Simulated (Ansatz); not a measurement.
Relaxation of a relaxed Ti cell, doubled along one cell vector, shaken by Gaussian noise of σ = 0.08 Å a coordinate; 2 atoms in the cell, which starts as P-1 (No. 2), aP2; a = 2.827 Å, b = 2.827 Å, c = 4.524 Å, α = 84.29°, β = 84.29°, γ = 73.72°. Level of theory: r2SCAN (plane waves to 500 eV, PAW, scalar-relativistic; Ansatz, a quantum-chemistry and plane-wave program). Γ-centred k-mesh 14×7×13 on the run's cell (coarser than for final values), Fermi–Dirac smearing 0.05 eV. This is the first round of the run. 

The optimiser's lines from the output (shortened; P is positive under compression):

```
relax step   1: F+E_penalty+E_count = -5008.50414382 eV  Δ(F+E_penalty+E_count) = +0.000e0 eV  max|allowed force component| = 2.333e-1 eV/Å  Δτ_max = 0.0000 Å  P = +0.051 GPa  Ω = 34.435 Å³  (7 SCF iters, dr2 threshold 1.00e-7 eV, accepted)
relax step   2: F+E_penalty+E_count = -5008.52069599 eV  Δ(F+E_penalty+E_count) = -1.655e-2 eV  max|allowed force component| = 1.556e-1 eV/Å  Δτ_max = 0.0643 Å  P = +0.936 GPa  Ω = 34.142 Å³  (7 SCF iters, dr2 threshold 2.00e-7 eV, accepted)
relax step   3: F+E_penalty+E_count = -5008.55162704 eV  Δ(F+E_penalty+E_count) = -3.093e-2 eV  max|allowed force component| = 1.009e-1 eV/Å  Δτ_max = 0.0729 Å  P = +0.730 GPa  Ω = 34.242 Å³  (7 SCF iters, dr2 threshold 2.00e-7 eV, accepted)
relax step   4: F+E_penalty+E_count = -5008.59109206 eV  Δ(F+E_penalty+E_count) = -3.947e-2 eV  max|allowed force component| = 2.200e-1 eV/Å  Δτ_max = 0.0474 Å  P = +0.519 GPa  Ω = 34.366 Å³  (7 SCF iters, dr2 threshold 2.00e-7 eV, accepted)
relax step   5: F+E_penalty+E_count = -5008.64195716 eV  Δ(F+E_penalty+E_count) = -5.087e-2 eV  max|allowed force component| = 1.763e-1 eV/Å  Δτ_max = 0.1022 Å  P = +0.357 GPa  Ω = 34.507 Å³  (7 SCF iters, dr2 threshold 2.00e-7 eV, accepted)
relax step   6: F+E_penalty+E_count = -5008.47197756 eV  Δ(F+E_penalty+E_count) = +1.700e-1 eV  max|allowed force component| = 9.790e-1 eV/Å  Δτ_max = 0.1807 Å  P = +2.993 GPa  Ω = 34.400 Å³  (8 SCF iters, dr2 threshold 2.00e-7 eV, rejected (line search))
relax step   7: F+E_penalty+E_count = -5008.67434125 eV  Δ(F+E_penalty+E_count) = -3.238e-2 eV  max|allowed force component| = 7.921e-2 eV/Å  Δτ_max = 0.0219 Å  P = +0.433 GPa  Ω = 34.463 Å³  (11 SCF iters, accepted)
relax step   8: F+E_penalty+E_count = -5008.70018929 eV  Δ(F+E_penalty+E_count) = -2.585e-2 eV  max|allowed force component| = 6.779e-2 eV/Å  Δτ_max = 0.0123 Å  P = +0.754 GPa  Ω = 34.369 Å³  (6 SCF iters, dr2 threshold 2.00e-7 eV, accepted)
relax step   9: F+E_penalty+E_count = -5008.73311183 eV  Δ(F+E_penalty+E_count) = -3.292e-2 eV  max|allowed force component| = 1.282e-1 eV/Å  Δτ_max = 0.0254 Å  P = +1.176 GPa  Ω = 34.267 Å³  (6 SCF iters, dr2 threshold 2.00e-7 eV, accepted)
relax step  10: F+E_penalty+E_count = -5008.74800438 eV  Δ(F+E_penalty+E_count) = -1.489e-2 eV  max|allowed force component| = 1.881e-2 eV/Å  Δτ_max = 0.0757 Å  P = +0.556 GPa  Ω = 34.467 Å³  (7 SCF iters, dr2 threshold 2.00e-7 eV, accepted)
relax step  11: F+E_penalty+E_count = -5008.75247151 eV  Δ(F+E_penalty+E_count) = -4.467e-3 eV  max|allowed force component| = 2.538e-3 eV/Å  Δτ_max = 0.0175 Å  P = +0.151 GPa  Ω = 34.580 Å³  (6 SCF iters, dr2 threshold 2.00e-7 eV, accepted)
relax step  12: F+E_penalty+E_count = -5008.75248376 eV  Δ(F+E_penalty+E_count) = -1.225e-5 eV  max|allowed force component| = 2.824e-4 eV/Å  Δτ_max = 0.0017 Å  P = +0.020 GPa  Ω = 34.619 Å³  (5 SCF iters, dr2 threshold 1.13e-7 eV, accepted)
relax step  13: F+E_penalty+E_count = -5008.75248128 eV  Δ(F+E_penalty+E_count) = +2.482e-6 eV  max|allowed force component| = 2.507e-4 eV/Å  Δτ_max = 0.0001 Å  P = +0.001 GPa  Ω = 34.624 Å³  (4 SCF iters, dr2 threshold 2.48e-9 eV, accepted)
relax step  14: F+E_penalty+E_count = -5008.75347728 eV  Δ(F+E_penalty+E_count) = -9.960e-4 eV  max|allowed force component| = 5.146e-4 eV/Å  Δτ_max = 0.0000 Å  P = +0.011 GPa  Ω = 34.624 Å³  stress off target by 4.80e-2 GPa  SCF on the basis re-selected at this cell (its energy is not comparable with the rows above)  (8 SCF iters)
relax step  15: F+E_penalty+E_count = -5008.75347743 eV  Δ(F+E_penalty+E_count) = -1.544e-7 eV  max|allowed force component| = 1.161e-4 eV/Å  Δτ_max = 0.0003 Å  P = +0.001 GPa  Ω = 34.627 Å³  (5 SCF iters, dr2 threshold 5.75e-9 eV, accepted)
relax step  16: F+E_penalty+E_count = -5008.75348021 eV  Δ(F+E_penalty+E_count) = -2.781e-6 eV  max|allowed force component| = 1.242e-4 eV/Å  Δτ_max = 0.0000 Å  P = +0.001 GPa  Ω = 34.627 Å³  stress off target by 2.16e-3 GPa  SCF on the basis re-selected at this cell (its energy is not comparable with the rows above)  (4 SCF iters)
```

From the first to the last row the energy changes by -0.12 eV/atom and the volume by +0.6 %. The last row is marked as not comparable with the walk above it, whose basis was carried along; it does compare with step 1, since both stand on a basis selected at the nominal cutoff for their own cell.

Step 6 was rejected by the optimiser.

Later rounds, restarted from the end of this one on a renewed k-mesh, logged 4 more steps and released under 0.01 eV/atom more. The final structure after all rounds: P6₃/mmc (No. 194), hP2, hcp (Mg type); a = 2.9363 Å, b = 2.9363 Å, c = 4.6372 Å, α = 90.00°, β = 90.00°, γ = 120.00°. Between re-selections the logged energies stand on a plane-wave basis carried along with the cell. No spin polarisation in the result.

The run could not lose the symmetry of its start.

Of the parent cell (I4/mmm (No. 139)): it is a generated cell of Ti: the first start was made by placing the elements on the sites of a structure type, and the end was not matched to a known phase here, so it may be hypothetical. Known forms of Ti include space group No. 194.
